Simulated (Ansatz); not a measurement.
Relaxed BaTiO3 (tetragonal-perovskite type, space group P4mm):

```yaml
crystal:
  lattice:
    - [3.97275, 0.00000, 0.00000]
    - [0.00000, 3.97275, 0.00000]
    - [0.00000, 0.00000, 4.11229]
  atoms:
    - { symbol: Ti, position: [0.50000, 0.50000, 0.45228] }
    - { symbol: Ba, position: [0.00000, 0.00000, 0.93419] }
    - { symbol: O, position: [0.50000, 0.50000, 0.89527] }
    - { symbol: O, position: [0.50000, 0.00000, 0.41213] }
    - { symbol: O, position: [0.00000, 0.50000, 0.41213] }
```

Calculation: r2SCAN (plane waves to 500 eV, PAW, scalar-relativistic; Ansatz, a quantum-chemistry and plane-wave program). k mesh 7×7×7 (Γ-centred), Fermi-Dirac smearing 0.05 eV. BaTiO3 is run without spin polarisation. BaTiO3 was relaxed with its symmetry unable to fall. The PAW data are Ansatz's earlier set.

One atom of the cell was then moved (with its periodic images), all else fixed, and the forces (eV/Å) came out as:

```
atom     Fx     Fy      Fz
----  -----  -----  ------
Ti1   0.000  0.000  -0.222
Ba2   0.000  0.000   0.206
O3    0.000  0.000  -1.463
O4    0.000  0.000   0.739
O5    0.000  0.000   0.739
```

Question: Which atom was moved, and by which vector (Å)?

Answer: O3, by (0.00, 0.00, 0.18), 0.18 Å in all.

(A displaced cell: forces are minus the slopes of the energy, force constants its curvatures, and phonons follow from these.)
